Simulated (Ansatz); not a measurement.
What a trial cell of Na3Be2GaSb3 relaxes into

The calculation used DFT PBE, scalar-relativistic, plane waves, PAW in Ansatz. Cutoff 420 eV, Gaussian smearing, Γ-centred meshes. Cell and atoms relax first on a coarse mesh and then on a finer one. In between, the cell is made exact in the group found at 0.06 Å. In metals the finer mesh still leaves noise of several meV/atom or more. The steps can't lower the symmetry of their start. No spin polarisation.

The guess for Na3Be2GaSb3 was made by a generator: random cell by space group and Wyckoff sites (P6/mmm, No. 191). The dimensions are guesses.

```cif
data_structure
_symmetry_space_group_name_H-M 'P 1'
_symmetry_Int_Tables_number 1
_cell_length_a 6.2200
_cell_length_b 6.2200
_cell_length_c 6.3807
_cell_angle_alpha 90.000
_cell_angle_beta 90.000
_cell_angle_gamma 120.000
_cell_volume 213.78
loop_
_atom_site_label
_atom_site_type_symbol
_atom_site_fract_x
_atom_site_fract_y
_atom_site_fract_z
_atom_site_occupancy
Na1 Na 0.50000 0.00000 0.50000 1
Na2 Na 0.00000 0.50000 0.50000 1
Na3 Na 0.50000 0.50000 0.50000 1
Be1 Be 0.33333 0.66667 0.00000 1
Be2 Be 0.66667 0.33333 0.00000 1
Ga1 Ga 0.00000 0.00000 0.50000 1
Sb1 Sb 0.50000 0.00000 0.00000 1
Sb2 Sb 0.00000 0.50000 0.00000 1
Sb3 Sb 0.50000 0.50000 0.00000 1
```

Formation energies are uncorrected and refer to the elements' standard structures at the same level.

Task: Where does the relaxation end?

Result: The symmetry stays P6/mmm (No. 191). The volume per atom grows by 56.3 %, from 23.8 to 37.1 Å³. The shortest distance goes from 1.80 Å (Be–Sb) to 2.32 Å (Be–Sb). The ratio c/a of the conventional cell changes by a factor of 0.72. The energy falls by about 1.5 eV/atom (the start's value is from the coarse mesh). Conventional cell: a = 8.044 Å, c = 5.962 Å. Na is surrounded by 2 Sb at 2.98 Å, 4 Be at 3.78 Å, 2 Ga at 4.02 Å and 4 Na at 4.02 Å; around Be lie 3 Sb at 2.32 Å and 6 Na at 3.78 Å; Ga is surrounded by 6 Na at 4.02 Å; Sb has 2 Be at 2.32 Å and 2 Na at 2.98 Å.

```yaml
crystal:
  lattice:
    - [8.04406, 0.00000, 0.00000]
    - [-4.02203, 6.96636, 0.00000]
    - [0.00000, 0.00000, 5.96219]
  atoms:
    - { symbol: Na, position: [0.50000, 0.00000, 0.50000] }
    - { symbol: Na, position: [0.00000, 0.50000, 0.50000] }
    - { symbol: Na, position: [0.50000, 0.50000, 0.50000] }
    - { symbol: Be, position: [0.33333, 0.66667, 0.00000] }
    - { symbol: Be, position: [0.66667, 0.33333, 0.00000] }
    - { symbol: Ga, position: [0.00000, 0.00000, 0.50000] }
    - { symbol: Sb, position: [0.50000, 0.00000, 0.00000] }
    - { symbol: Sb, position: [0.00000, 0.50000, 0.00000] }
    - { symbol: Sb, position: [0.50000, 0.50000, 0.00000] }
```

Task: Give its energy and gap.

Result:

| Quantity | Value |
| --- | --- |
| Energy over the elements | +0.38 eV/atom |
| Gap on the 6×6×6 mesh of the 9-atom cell | 0 eV (a metal) |

A positive value: parting into the elements would lower its energy.

The last run used Gaussian smearing of 0.10 eV. These runs have no spin–orbit coupling, which can matter for Sb. A structure relaxed within its symmetry needn't be a true minimum.
